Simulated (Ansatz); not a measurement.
Relaxed-ion elastic tensor of AlN (CsCl type, space group No. 221) in GPa (Voigt order), r²SCAN (plane waves, PAW; program Ansatz); density 3.94 g/cm³, 8.64 Å³ per atom.

```
  738  -46.1  -46.1    0.0    0.0    0.0
-46.1    738  -46.1    0.0    0.0    0.0
-46.1  -46.1    738    0.0    0.0    0.0
  0.0    0.0    0.0   -163    0.0    0.0
  0.0    0.0    0.0    0.0   -163    0.0
  0.0    0.0    0.0    0.0    0.0   -163
```

Problem. Is the crystal mechanically stable?

Solution. No: the smallest eigenvalue of C is -163 GPa.

Space group Pm-3m (CsCl type). The cell is a constructed one: a structure type filled with these elements; neither database checked (COD, Materials Project) lists it. It is not the phase usual at ambient conditions (space group No. 186, 216). Symmetry was held in the r²SCAN relaxation. At this level the phase is mechanically unstable. As this level gives no gap, shear constants depend on the k-mesh and smearing (Fermi–Dirac, 0.1 eV here).

Potentials: the earlier of the program's two PAW sets. The files were generated under PBE; for other functionals the program regenerates the frozen cores, and for LDA and PBEsol the local potential too.
